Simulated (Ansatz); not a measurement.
This Ta2Al3 structure is the end of a relaxation. The cell was found from a structure generator's guess, not taken from experiment.

All numbers below come from DFT PBE, scalar-relativistic, plane waves, PAW (Ansatz 0.2.0). Cutoff 420 eV, Γ-centred mesh, Gaussian smearing, no spin polarisation.

```
CELL_PARAMETERS angstrom
5.40470 0.00000 0.00000
-2.70235 4.68061 0.00000
0.00000 0.00000 4.92025
ATOMIC_POSITIONS crystal
Ta 0.00000 0.00000 0.50000
Ta 0.00000 0.00000 0.00000
Al 0.50000 0.00000 0.50000
Al 0.00000 0.50000 0.50000
Al 0.50000 0.50000 0.50000
```

Formation energies are uncorrected and refer to the elements' standard structures at the same level.

**Question.** Find its symmetry and describe it.

**Answer.** P6/mmm (No. 191). Conventional cell: a = 5.405 Å, c = 4.920 Å. Ta on its first site is surrounded by 2 Ta at 2.46 Å and 6 Al at 2.70 Å; Ta on its second site has 2 Ta at 2.46 Å; around Al lie 2 Ta at 2.70 Å and 4 Al at 2.70 Å.

**Question.** What is its formation energy per atom?

**Answer.** +0.85 eV/atom. The separate elements lie lower, so it is unstable against them.

**Question.** Is it a metal?

**Answer.** Yes, bands cross the Fermi level on the 12×12×8 mesh.

The last run used a 12×12×8 mesh (in the run's order of axes) for its 5-atom cell and Gaussian smearing of 0.10 eV. These runs have no spin–orbit coupling, which can matter for Ta. A structure relaxed within its symmetry needn't be a true minimum. Another cell of Ta2Al3 relaxed alike, in P-3m1, lies 0.74 eV/atom lower, so this cell isn't the stable form at this level.
